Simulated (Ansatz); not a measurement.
Ansatz input

```yaml
crystal:
  lattice:
    - [0.0, 2.1205327694, 2.1205327694]
    - [2.1205327694, 0.0, 2.1205327694]
    - [2.1205327694, 2.1205327694, 0.0]
  atoms:
    - { symbol: Hf, position: [0.0, 0.0, 0.0] }
hamiltonian:
  xc: lda
  pseudopotentials:
    kind: paw
    azcp:
      Hf: "pseudopotentials/Hf.paw.azcp"
basis:
  ecutwfc: 420
  fft_grid_basis: typed
kpoints:
  mp_grid: { grid: [14, 14, 14], shift: [0, 0, 0] }
magnetization:
  spin_polarized: false
scf:
  occupations: { method: fermi_dirac, width: 0.1 }
  lower_state_search: "off"
output:
  stress: true
  write_density: true
  write_potential: true
  elf: true
  volumetric_format: npy
```

Output

```
Warning: the record states the generating functional pbe (its physics header spells it `PBE`), which answers neither for hamiltonian.xc's functional nor for the lda family's — results may be inconsistent (PPs are generated against a specific XC)
Engine: ansatz 0.2.0, aarch64-unknown-linux-gnu
Pseudopotentials: kind: paw
Pseudopotential: Hf, paw, valence charge 26, recommended cutoff 420 eV (normal) 
Functional definition: SPW92
  exchange = slater_x
  correlation = pw_c
Crystal: 1 atoms, lattice volume = 19.071 Å³
Basis set: ecut = 420 eV, 339 PW (Γ)
Bands: 17, of which v1, the nominal top of the filled ones, is band 13 counted from 1 (12 counted from 0)
Symmetry: 48 space group operations
Space group: Fm-3m (ITA 225), of the structure as read, at distance tolerance 2.7e-5 Å
k-points: 104 of 2744
Non-local potential: Hf, projectors of the file, l = 0: 3, l = 1: 2, l = 2: 2, l = 3: 3
PAW form: soft (Blöchl's): semilocal exchange-correlation on the pseudo side does not see the compensation charge
PAW frozen core: Hf, regenerated for the run's functional, and the local potential with it (the file was generated under x = pbe(κ = 0.804, μ = 0.2195149727645171), c = pbe(β = 0.06672455060314922))
PAW one-centre angular grid: Hf, 590 points (default); XC on 64 Gauss nodes
Initial density: superposition of atomic densities (neutral atoms: chi_scale 0, normalization atom), corrected by the library's trained network
Initial wavefunctions: pseudopotential atomic-orbital guess
Functional: x = slater, c = lda
SCF iter   1: F=—  HF=-15476.759957 eV  |F-HF|=—  |Δ(HF+E_count)|=         —  Δρ=4.58e-3  dr2=1.37e-3  ethr=1.77e-3  ⟨swp⟩=5.3  Hψ=7877  notcnv=0
SCF iter   2: F=—  HF=-15476.759469 eV  |F-HF|=—  |Δ(HF+E_count)|=   4.88e-4  Δρ=2.74e-3  dr2=5.34e-4  ethr=5.28e-6  ⟨swp⟩=2.1  Hψ=3528  notcnv=0
SCF iter   3: F=—  HF=-15476.759438 eV  |F-HF|=—  |Δ(HF+E_count)|=   3.09e-5  Δρ=9.98e-4  dr2=7.03e-5  ethr=2.05e-6  ⟨swp⟩=2.4  Hψ=2700  notcnv=0
SCF iter   4: F=—  HF=-15476.759433 eV  |F-HF|=—  |Δ(HF+E_count)|=   5.37e-6  Δρ=5.26e-5  dr2=1.78e-7  ethr=2.70e-7  ⟨swp⟩=2.1  Hψ=2846  notcnv=0
SCF iter   5: F=—  HF=-15476.759433 eV  |F-HF|=—  |Δ(HF+E_count)|=   9.37e-9  Δρ=1.37e-5  dr2=2.94e-8  ethr=6.85e-10  ⟨swp⟩=2.4  Hψ=3199  notcnv=0
SCF iter   6: F=-15476.759433 eV  HF=-15476.759433 eV  |F-HF|=1.24e-9  |Δ(HF+E_count)|=   6.74e-8  Δρ=2.06e-6  dr2=7.34e-10  ethr=1.13e-10  ⟨swp⟩=8.9  Hψ=12144  notcnv=0
SCF 1 converged in 6 iterations: F = -15476.759433 eV  dr2 = 7.34e-10
  Residual-converged pass: ⟨swp⟩=1.0  Hψ=2186  notcnv=0  max |occ|·‖R‖ = 7.0e-9 eV (tolerance 1.0e-8 eV)  dr2=7.34e-10  dr2_onsite=6.74e-10  max |Δocc| = 2.0e-10
SCF converged after 6 iterations
Free energy (F): -15476.759433 eV
Harris-Foulkes:  -15476.759433 eV  (|F-HF|=1.24e-9)
Internal energy: -15476.718607 eV  (E = F + TS)
E sigma→0 (E₀):  -15476.739020 eV
Entropy (-TS):   -0.040826 eV (-40.826 meV/atom)
Fermi energy:    23.129254 eV
--- Per-component energies (eV) ---
  E_band       = 131.356746
  E_kinetic    = 431.681094
  E_local      = -4650.555972  (includes V_loc(G=0)·N_el)
  E_nonlocal   = -1232.057895
  E_hartree    = 2220.911034
  E_xc         = -300.023376
  E_vxc        = -269.716759  (∫ρ·V_xc dr)
  E_paw        = -6687.506954  (= ΣΔE_a)
  E_vpaw       = 1410.181981  (= ΣTr[D̂ρ^β])
  E_aug_tail   = -0.000002  (compensation charges beyond the density's cutoff)
  E_ewald      = -5261.623780
  E_core_change = 2.457243  (= ΣΔE_core)
  E_smearing   = -0.040826  (= −TS)
  E_closure    = 0.000000  (closes the sum)
  Σ components = -15476.759433   (vs F -15476.759433, Δ=0.00e0)
--- Stress (GPa, compression-positive) ---
       11.421179       0.000000       0.000000
        0.000000      11.421179       0.000000
        0.000000       0.000000      11.421179
  P = ⅓ Tr σ = 11.4212 GPa (114.212 kbar)
--- Band table (eV; the first three rows and the last of 104) ---
  k-point 0: bands = ["-38.2672", "-6.3360", "-6.3360", "-6.3360", "11.7417", "11.7897", "11.7897", "11.7897", "11.9025", "11.9025", "11.9025", "15.4406", "24.4778", "24.4778", "24.4778", "27.8425", "27.8425"]
  k-point 1: bands = ["-38.2609", "-6.4109", "-6.3450", "-6.3450", "11.7458", "11.7885", "11.7929", "11.7929", "11.8966", "11.8966", "11.9027", "15.6582", "24.2718", "24.5830", "24.5830", "27.7231", "27.7231"]
  k-point 2: bands = ["-38.2433", "-6.6162", "-6.3701", "-6.3701", "11.7561", "11.7869", "11.8016", "11.8016", "11.8810", "11.8810", "11.9033", "16.2697", "23.7919", "24.8232", "24.8232", "27.5102", "27.5102"]
  k-point 103: bands = ["-38.0966", "-7.3217", "-7.1456", "-6.8487", "11.7992", "11.8055", "11.8069", "11.8395", "11.8435", "11.8453", "11.8749", "20.7597", "22.1195", "23.3663", "26.1773", "31.3062", "34.0436"]
```
